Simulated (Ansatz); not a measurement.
According to the program Ansatz at the r²SCAN+D4 level (PAW), Ga in the α-Ga structure (Cmce) relaxes to a = 4.442 Å, b = 7.557 Å, c = 4.499 Å.

Electronic character: metallic (no gap).

The cell was relaxed with r²SCAN+D4 under the symmetry of its start. The pairwise dispersion correction was not fitted to metals. Axis ratios of metals converge slowly with the k-mesh, so a and c are less sure than the volume. Scalar-relativistic: spin–orbit coupling is off unless named, which matters more the heavier the elements.

Potentials: the earlier of the program's two PAW sets.
